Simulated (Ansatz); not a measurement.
# ZrCu (Pm-3m), a sublattice moved along a line

Level of theory: Ansatz 0.2.0, DFT PBEsol, scalar-relativistic, plane waves, PAW. The runs took a 420 eV cutoff, a Γ-centred 14×14×14 mesh and Gaussian smearing (0.15 eV). No spin polarisation. Energies are free energies at this smearing, counted from the undisturbed cell; pressure is positive in compression.

Zero of the scan (as given, not relaxed at this level; it stands at -3.1 GPa, and it needn't be the usual structure):

```
Zr Cu
1.0
     3.25266    0.00000    0.00000
     0.00000    3.25266    0.00000
     0.00000    0.00000    3.25266
Zr Cu
1 1
Direct
  0.50000 0.50000 0.50000
  0.00000 0.00000 0.00000
```

Every Cu atom is moved by x along the Cartesian unit vector (0.000, 1.000, 0.000); the cell and all other atoms stay fixed. The cell is metallic on the mesh throughout.

**Question.** Over the sampled range (-0.3000 to 0.2625), is the undisturbed cell the lowest point?

**Answer.** Yes, every other sampled point lies higher.

The scan:

```tsv
x (Å)	ΔE (meV/cell)
-0.3000	139.8
-0.1500	34.5
0.0000	0.0
0.0750	8.7
0.1125	19.5
0.1875	53.9
0.2250	77.7
0.2625	106.2
```